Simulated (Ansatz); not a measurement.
SrVO3 (cubic perovskite)

```
CELL_PARAMETERS angstrom
      3.85813     0.00000     0.00000
      0.00000     3.85813     0.00000
      0.00000     0.00000     3.85813
ATOMIC_POSITIONS crystal
  Sr 0.00000 0.00000 0.00000
  V  0.50000 0.50000 0.50000
  O  0.00000 0.50000 0.50000
  O  0.50000 0.50000 0.00000
  O  0.50000 0.00000 0.50000
```

In this cell atom 1 (Sr, nearest neighbour O at 2.728 Å; its periodic images, 3.9 Å or more away, move with it) is moved by s along Cartesian x, unit vector (1.000, 0.000, 0.000); all other atoms and the cell stay fixed.

Method: PBE (plane waves to 420 eV, PAW, scalar-relativistic; Ansatz, a first-principles code). k mesh 10×10×10 (Γ-centred), Fermi-Dirac smearing 0.05 eV. E stands for the smeared free energy. With partly filled bands, energies and forces of such displacements shift with the k mesh and the smearing. SrVO3 is run without spin polarisation and with no Hubbard U. SrVO3 was relaxed with its symmetry unable to fall. The PAW data are Ansatz's earlier set. ΔE is measured from the undisplaced structure.

The scan covers s from -0.270 to 0.270 Å in 11 points.

**Question.** Is this a single well or a double well?

**Answer.** A single well with its minimum at or next to zero displacement.

**Question.** Is the energy the same for equal positive and negative displacements?

**Answer.** Even: the same for both signs. With its periodic images moving along, the atom's site symmetry in this cell is m-3m.

**Question.** What is the force constant k = d²E/ds² of this move at s = 0?

**Answer.** 4.05 eV/Å².

(For displaced atoms, the force is minus the slope of the energy, and its curvature is a force constant, which sets phonon frequencies.)
